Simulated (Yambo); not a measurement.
CaS (rock salt, space group Fm-3m, No. 225), G0W0@PBEsol in Yambo with this input:

```
rim_cut
gw0
dyson
el_el_corr
HF_and_locXC
ppa
em1d
RandQpts= 1000000
RandGvec= 1 Ry
EXXRLvcs= 68 Ry
VXCRLvcs= 272 Ry
Chimod= "HARTREE"
% BndsRnXp
 1 | 103 |
%
NGsBlkXp= 10 Ry
% LongDrXp
 1.0 | 1.0 | 1.0 |
%
PPAPntXp= 27.2114 eV
% GbndRnge
 1 | 103 |
%
GTermKind= "BG"
DysSolver= "n"
ExtendOut
```

On a 4×4×4 mesh, with wavefunctions cut at 68 Ry, the gap (Γ → X) is 4.135 eV and the valence edge shifts by -1.182 eV.

Q: What happens with this change: 1 Ry block?

A: The gap falls by 0.306 eV, to 3.829 eV; the shift of the valence edge becomes -0.542 eV. Neither run is shown to be the converged limit.

Geometry relaxed with PBEsol; primitive cell a = 3.982 Å, b = 3.982 Å, c = 3.982 Å, α = 60.00°, β = 60.00°, γ = 60.00°.

A shift is the quasiparticle energy of the state minus its PBEsol energy.
